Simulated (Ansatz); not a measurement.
Method: DFT PBE, scalar-relativistic, plane waves, PAW in Ansatz. All cells share a 420 eV cutoff and Γ-centred k meshes spaced at most about 0.3 Å⁻¹ (about 0.25 or finer for metals, 2π included). No spin polarisation in the final relaxations.

Temperature and zero-point effects are left out.

Two forms of Si5Se were relaxed alike.

A.

Space group P6/mmm (No. 191). a = 5.047 Å, b = 5.047 Å, c = 4.558 Å, α = 90.00°, β = 90.00°, γ = 120.00°
```
atom  site  symmetry       x       y       z
  Si    3g       mmm  0.0000  0.5000  0.5000
  Si    2c      -6m2  0.3333  0.6667  0.0000
  Se    1a     6/mmm  0.0000  0.0000  0.0000
```

B.

Space group P6/mmm (No. 191). a = 4.846 Å, b = 4.846 Å, c = 7.285 Å, α = 90.00°, β = 90.00°, γ = 120.00°
| atom | site | symmetry | x | y | z |
| --- | --- | --- | --- | --- | --- |
| Si | 2e | 6mm | 0.0000 | 0.0000 | 0.1818 |
| Si | 3f | mmm | 0.5000 | 0.0000 | 0.0000 |
| Se | 1b | 6/mmm | 0.0000 | 0.0000 | 0.5000 |

Question: Which is lower in energy, and by how much?

Answer: A is lower, by 27 meV/atom. A has space group P6/mmm (No. 191), 16.8 Å³/atom and no gap on its mesh; B has space group P6/mmm (No. 191), 24.7 Å³/atom and no gap. Counting Si atoms around Se (those within 1.25 times the shortest such distance or 1.15 times the sum of covalent radii; a plus sign parts nearer from farther groups; the shortest distance is added where it is long for a bond), A has Se 6+12 from 2.9 Å and B has Se 2. A and B both hold Si–Si nets. The denser one is the lower, and pressure would at first widen the difference. Even the lower one lies +0.56 eV/atom against the reference forms of the elements (uncorrected), so neither is stable at this level. In A, Si on a site of symmetry mmm has 4 Si at 2.52 Å and 4 Si at 2.70 Å; Si on a site of symmetry -6m2 has 6 Si at 2.70 Å, 3 Se at 2.91 Å and 3 Si at 2.91 Å; Se has 6 Si at 2.91 Å and 12 Si at 3.40 Å. In B, around Si on a site of symmetry 6mm lie 1 Se at 2.32 Å and 7 Si at 2.65–2.76 Å; around Si on a site of symmetry mmm lie 4 Si at 2.42 Å and 4 Si at 2.76 Å; around Se lie 2 Si at 2.32 Å. Both come from invented guesses. A third cell relaxed alike, in P4/mmm, lies 53 meV/atom below the lower of the two.

Cells relaxed within their symmetry can be saddle points.
